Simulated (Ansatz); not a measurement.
Values for one crystal, relaxed and computed with the program Ansatz at the r²SCAN level (PAW); other levels are named.

| Quantity | Value |
|---|---|
| Volume per atom | 41.04 Å³ |
| Electronic character | metallic (no gap) |
| Mechanical stability | unstable (C has a negative eigenvalue) |
| Gap with spin–orbit coupling | none (metallic) |
| Bulk modulus (Birch–Murnaghan fit) | 31.3 GPa |
| Elastic constants (relaxed ions, GPa) | C11 = 29.3, C12 = 32.9, C44 = 0.7 |
| Pressure derivative B′ | 2.9 |

Which of these materials gives this?
(A) Si, Ia-3 (Si on 16c)
(B) C, P4_2/mmc (C on 2e, C on 4i)
(C) As, I4_132 (As on 8a)
(D) Sb, I4_132 (Sb on 8a)

C, As, I4_132 (As on 8a)

The start of the workflow was typed in or built on a structure type; neither database checked (COD, Materials Project) lists it. It is not the phase usual at ambient conditions (space group No. 166). The r²SCAN relaxation kept the symmetry of its start. The volume moved by 53 % from the start of the relaxation. As this level gives no gap, shear constants depend on the k-mesh and smearing (Fermi–Dirac, 0.1 eV here). Spin–orbit coupling is left out wherever it is not named.

Potentials: the earlier of the program's two PAW sets.
